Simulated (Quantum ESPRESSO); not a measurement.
## CSi5AlAs (input and log of a self-consistent run)

Computed values, not a measurement. The program is pw.x of Quantum ESPRESSO 7.5 (plane-wave density functional theory). The cell is made up: 8 atoms on a zincblende/diamond lattice, with randomly drawn elements, strain and displacements, not relaxed. PseudoDojo standard norm-conserving files (v0.5 for PBE, v0.4.1 for LDA and PBEsol) set the functional; there is no spin polarisation, spin-orbit coupling or dispersion term, and the masses in the input are unused placeholders.

Input:

```
&control calculation='scf', pseudo_dir='./dojo.nc.sr.pbe.v0_5.standard.upf', outdir='./o', disk_io='medium', tprnfor=.true., tstress=.true. /
&system ibrav=0, nat=8, ntyp=4, nbnd=31, ecutwfc=84.00895049, nosym=.true., tot_charge=0,
 occupations='smearing', smearing='fd', degauss=0.0073498644
/
&electrons conv_thr=7.350e-09, electron_maxstep=60, /
ATOMIC_SPECIES
Al 1.0 Al.upf
As 1.0 As.upf
C 1.0 C.upf
Si 1.0 Si.upf
CELL_PARAMETERS angstrom
5.3197 0.0 0.0
0.0 5.3197 0.0
0.0 0.0 5.3197
ATOMIC_POSITIONS angstrom
C -0.0601 0.02 0.0109
Si -0.0294 2.6183 2.6058
Si 2.7124 0.0429 2.619
Si 2.6866 2.7111 0.0171
Si 1.3718 1.2944 1.3034
Al 1.3306 3.9721 4.0407
Si 3.9705 1.3455 3.977
As 4.0106 3.9394 1.3073
K_POINTS automatic
6 6 6 1 1 1
```

The log is shortened where brackets say so; the opening notice, blank lines, dates and the lines on written files are dropped, and the path of the files is cut. It prints rydbergs, bohrs and kilobars, and counts compression as positive stress.

```
     Program PWSCF v.7.5
     Parallel version (MPI & OpenMP), running on       1 processor cores
     Number of MPI processes:                 1
     Threads/MPI process:                     1
     [start-up lines left out]
     bravais-lattice index     =            0
     lattice parameter (alat)  =      10.0528  a.u.
     unit-cell volume          =    1015.9165 (a.u.)^3
     number of atoms/cell      =            8
     number of atomic types    =            4
     number of electrons       =        42.00
     number of Kohn-Sham states=           31
     kinetic-energy cutoff     =      84.0090  Ry
     charge density cutoff     =     336.0358  Ry
     scf convergence threshold =      7.3E-09
     mixing beta               =       0.7000
     number of iterations used =            8  plain     mixing
     Exchange-correlation= PBE
                           (   1   4   3   4   0   0   0)
     [axes and pseudopotential details left out]
   Cartesian axes
     site n.     atom                  positions (alat units)
         1        C      tau(   1) = (  -0.0112976   0.0037596   0.0020490  )
         2        Si     tau(   2) = (  -0.0055266   0.4921894   0.4898397  )
         3        Si     tau(   3) = (   0.5098784   0.0080644   0.4923210  )
         4        Si     tau(   4) = (   0.5050285   0.5096340   0.0032145  )
         5        Si     tau(   5) = (   0.2578717   0.2433220   0.2450138  )
         6        Al     tau(   6) = (   0.2501269   0.7466774   0.7595729  )
         7        Si     tau(   7) = (   0.7463767   0.2529278   0.7475985  )
         8        As     tau(   8) = (   0.7539147   0.7405305   0.2457469  )
     number of k points=   108  Fermi-Dirac smearing, width (Ry)=  0.0073
     Number of k-points >= 100: set verbosity='high' to print them.
     Dense  grid:   105759 G-vectors     FFT dimensions: (  60,  60,  60)
     Estimated max dynamical RAM per process >     132.87 MB
     Initial potential from superposition of free atoms
     starting charge      41.9942, renormalised to      42.0000
     Starting wfcs are   37 randomized atomic wfcs
     total cpu time spent up to now is       28.4 secs
     per-process dynamical memory:    88.8 Mb
     Self-consistent Calculation
     iteration #  1     ecut=    84.01 Ry     beta= 0.70
     Davidson diagonalization with overlap
     ethr =  1.00E-02,  avg # of iterations =  4.6
     total cpu time spent up to now is      100.7 secs
     total energy              =    -270.67566209 Ry
     estimated scf accuracy    <       0.44557828 Ry
     iteration #  2     ecut=    84.01 Ry     beta= 0.70
     Davidson diagonalization with overlap
     ethr =  1.06E-03,  avg # of iterations =  4.8
     total cpu time spent up to now is      159.6 secs
     total energy              =    -270.62239798 Ry
     estimated scf accuracy    <       0.98621731 Ry
     iteration #  3     ecut=    84.01 Ry     beta= 0.70
     Davidson diagonalization with overlap
     ethr =  1.06E-03,  avg # of iterations =  2.4
     total cpu time spent up to now is      207.7 secs
     total energy              =    -270.81746401 Ry
     estimated scf accuracy    <       0.06848478 Ry
     iteration #  4     ecut=    84.01 Ry     beta= 0.70
     Davidson diagonalization with overlap
     ethr =  1.63E-04,  avg # of iterations =  4.0
     total cpu time spent up to now is      253.9 secs
     total energy              =    -270.82999927 Ry
     estimated scf accuracy    <       0.01048692 Ry
     iteration #  5     ecut=    84.01 Ry     beta= 0.70
     Davidson diagonalization with overlap
     ethr =  2.50E-05,  avg # of iterations =  6.7
     total cpu time spent up to now is      317.3 secs
     total energy              =    -270.83227396 Ry
     estimated scf accuracy    <       0.00146881 Ry
     iteration #  6     ecut=    84.01 Ry     beta= 0.70
     Davidson diagonalization with overlap
     ethr =  3.50E-06,  avg # of iterations =  5.9
     total cpu time spent up to now is      375.2 secs
     total energy              =    -270.83251190 Ry
     estimated scf accuracy    <       0.00007783 Ry
     iteration #  7     ecut=    84.01 Ry     beta= 0.70
     Davidson diagonalization with overlap
     ethr =  1.85E-07,  avg # of iterations =  3.0
     total cpu time spent up to now is      420.9 secs
     total energy              =    -270.83253272 Ry
     estimated scf accuracy    <       0.00000565 Ry
     iteration #  8     ecut=    84.01 Ry     beta= 0.70
     Davidson diagonalization with overlap
     ethr =  1.35E-08,  avg # of iterations =  3.6
     total cpu time spent up to now is      473.0 secs
     total energy              =    -270.83253460 Ry
     estimated scf accuracy    <       0.00000126 Ry
     iteration #  9     ecut=    84.01 Ry     beta= 0.70
     Davidson diagonalization with overlap
     ethr =  2.99E-09,  avg # of iterations =  2.0
     total cpu time spent up to now is      520.9 secs
     total energy              =    -270.83253475 Ry
     estimated scf accuracy    <       0.00000013 Ry
     iteration # 10     ecut=    84.01 Ry     beta= 0.70
     Davidson diagonalization with overlap
     ethr =  3.21E-10,  avg # of iterations =  2.5
     total cpu time spent up to now is      564.4 secs
     End of self-consistent calculation
     Number of k-points >= 100: set verbosity='high' to print the bands.
     the Fermi energy is     6.7703 ev
!    total energy              =    -270.83253478 Ry
     estimated scf accuracy    <          4.2E-09 Ry
     smearing contrib. (-TS)   =      -0.00276657 Ry
     internal energy E=F+TS    =    -270.82976821 Ry
     The total energy is F=E-TS. E is the sum of the following terms:
     one-electron contribution =    -152.53876912 Ry
     hartree contribution      =      94.42045648 Ry
     xc contribution           =     -69.22153150 Ry
     ewald contribution        =    -143.48992408 Ry
     convergence has been achieved in  10 iterations
     Forces acting on atoms (cartesian axes, Ry/au):
     atom    1 type  3   force =     0.03549416    0.01016164   -0.02698565
     atom    2 type  4   force =     0.05843536   -0.02356388    0.03579223
     atom    3 type  4   force =    -0.02887154   -0.02569530    0.02786698
     atom    4 type  4   force =    -0.02290285   -0.06941229   -0.02505897
     atom    5 type  4   force =    -0.08145890   -0.03610910   -0.05967016
     atom    6 type  1   force =    -0.08232761    0.08741405    0.00959044
     atom    7 type  4   force =     0.06104062   -0.05194937    0.07374019
     atom    8 type  2   force =     0.06059075    0.10915424   -0.03527505
     Total force =     0.265117     Total SCF correction =     0.000391
     Computing stress (Cartesian axis) and pressure
          total   stress  (Ry/bohr**3)                   (kbar)     P=       32.40
   0.00023305  -0.00001445   0.00018608           34.28       -2.13       27.37
  -0.00001445   0.00017196  -0.00005714           -2.13       25.30       -8.41
   0.00018608  -0.00005714   0.00025574           27.37       -8.41       37.62
     init_run     :     20.95s CPU     28.25s WALL (       1 calls)
     electrons    :    482.08s CPU    536.02s WALL (       1 calls)
     forces       :      8.62s CPU      8.72s WALL (       1 calls)
     stress       :     32.97s CPU     33.09s WALL (       1 calls)
     [timing details left out]
     PWSCF        :   9m 4.91s CPU  10m 7.78s WALL
     JOB DONE.
```

In other units: free energy -3684.864 eV for the cell, pressure 3.24 GPa, largest force component 2.806 eV/Å. A rerun of a related cell, with the same atoms placed differently, at 1437 eV and a 8 x 8 x 8 mesh moved values by no more than 0.002 eV in energy, 0.03 GPa in stress and 0.010 eV/Å in force.